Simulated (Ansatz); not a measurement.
Ni (fcc (Cu type), Fm-3m) at seven volumes, DFT-r²SCAN+D4 in the program Ansatz with PAW potentials, scaled uniformly. One row is withheld.

| V (Å³/atom) | P (GPa) |
|---|---|
| 9.487 | 26.36 |
| 9.800 | 15.89 |
| 10.113 | ? |
| 10.426 | 0.00 |
| 10.738 | -6.14 |
| 11.051 | -11.32 |
| 11.364 | -15.67 |

Question: Fit the shown pressures and predict the withheld one.

Answer: P = (3/2)B₀(x^(7/2) − x^(5/2))[1 + (3/4)(B′ − 4)(x − 1)] with x = (V₀/V)^(2/3). Least squares on the six rows gives V₀ = 10.424 Å³/atom, B₀ = 223 GPa, B′ = 4.79. At V = 10.113, x = 1.0204 and P = 7.26 GPa. The run itself gave 7.24 GPa.

The cell was relaxed with r²SCAN+D4 under the symmetry of its start. Magnetic state: ferromagnetic, chosen from 3 collinear starts compared on coarse meshes (ties went to the first, and starts can fall back to one state), not a proven ground state. Textbook magnetic order: ferromagnetic. Other orbital occupations within this spin state were not tried. The pairwise dispersion correction was not fitted to metals.

Potentials: the later of the program's two PAW sets.
